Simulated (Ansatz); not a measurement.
Ba3PbO (anti-perovskite, Pm-3m), PBE (plane waves, PAW; program Ansatz), all energies at zero smearing, with the estimated change up to a 700 eV cutoff added, with one set of potentials and settings (totals compare only within such a set). Cell of 5 atoms (1 Pb, 3 Ba, 1 O): -30326.944 eV.

| element | reference phase | E (eV/atom) |
|---|---|---|
| Pb | Fm-3m, 1 atoms in the cell | -11906.4191 |
| Ba | Im-3m, 1 atoms in the cell | -5949.5401 |
| O | C2/m, 4 atoms in the cell, spin-polarised | -565.0000 |

Formation energy per atom, worked out: (-30326.944 − 1×(-11906.4191) − 3×(-5949.5401) − 1×(-565.0000))/5 = -1.381 eV/atom (-133 kJ per mol of atoms), at 0 K, without zero-point energy or fitted corrections.

The workflow started from an entry of the Crystallography Open Database (COD). Whether it is the stable phase at ambient conditions was not checked. The cell was relaxed with PBE under the symmetry of its start; whether a distortion lowers the energy is not shown. The references are the lowest solids computed at this level, not always the standard phases (solids in place of the gases). Spin–orbit coupling is left out wherever it is not named.

Potentials: the later of the program's two PAW sets.
